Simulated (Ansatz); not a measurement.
## Fermi surface of Ag (Fm-3m)

```
CELL_PARAMETERS angstrom
0.00000 2.02715 2.02715
2.02715 0.00000 2.02715
2.02715 2.02715 0.00000
ATOMIC_POSITIONS crystal
Ag 0.00000 0.00000 0.00000
```

Unless marked otherwise, the numbers come from PBEsol, all-electron LAPW in Ansatz 0.2.0, with spin-orbit coupling. k mesh 16×16×16, fine mesh 18×18×18, Fermi-Dirac smearing of 0.100 eV, basis error target 1 meV/atom. The cell was relaxed by PAW under this functional.

Levels and slopes are solved on a 18×18×18 mesh, and each state is taken as quadratic over its cell.

Problem. What is the density of states at the Fermi level, and which bare Sommerfeld coefficient follows?

Solution. N(E_F) = 0.266 states/eV/atom (both spins), so γ = (π²/3) k_B² N(E_F) = 0.628 mJ/(mol-atom K²) without electron-phonon or spin-fluctuation enhancement.

Problem. What Drude plasma energy and σ/τ do the band velocities give?

Solution. (ħω_p,α)² = (e²/ε₀VN_k) Σ_nkσ (∂E/∂k_α)² δ(E − E_F) gives ħω_p = (9.28, 9.28, 9.28) eV along x, y, z, and σ/τ = ε₀ω_p² = 17.6×10²⁰ Ω⁻¹m⁻¹s⁻¹ along x. Weighted by the density of states, the mean Fermi speed is 1.42×10⁶ m/s; the surface has an area of 18.5 Å⁻² for each spin direction.

Problem. Which bands cross the Fermi level, and what do they carry?

Solution. 

| band | filled part | N (states/eV/cell) | speed (10⁶ m/s) | 5th to 95th percentile | area (Å⁻²) | filling |
| --- | --- | --- | --- | --- | --- | --- |
| 1 | 0.50 | 0.133 | 1.42 | 0.90 to 1.60 | 18.5 | partly filled |
| 2 | 0.50 | 0.133 | 1.42 | 0.90 to 1.60 | 18.5 | partly filled |

Problem. Map the plane k₃ = 0 of the mesh: how many bands lie under the Fermi level at each point, counted from the least on the plane?

Solution. k₁ runs to the right and k₂ upwards, each from −½ to ½ with 0 in the middle (the axes needn't be at right angles):
```
000000002222222200
000000022222222220
000000222222222222
000002222222222222
000022222222222222
000222222222222222
002222222222222222
222222222222222222
222222222222222222
222222222222222222
022222222222222220
022222222222222200
022222222222222000
022222222222220000
022222222222200000
002222222222000000
000222222220000000
000000002220000000
```

Problem. What does PAW give for the same cell?

Solution. N(E_F) = 0.266 states/eV/atom and ħω_p,x = 9.28 eV.

Problem. And without spin-orbit coupling?

Solution. N(E_F) = 0.261 states/eV/atom and ħω_p,x = 9.22 eV, on a 24×24×24 mesh.

Known limits: filled d bands lie too high at this level, so their transitions start too early; these sums move with the mesh, by several per cent and more for small sheets; the frozen-core PAW files of the compared runs were fitted under PBE, their cores solved anew for this functional.
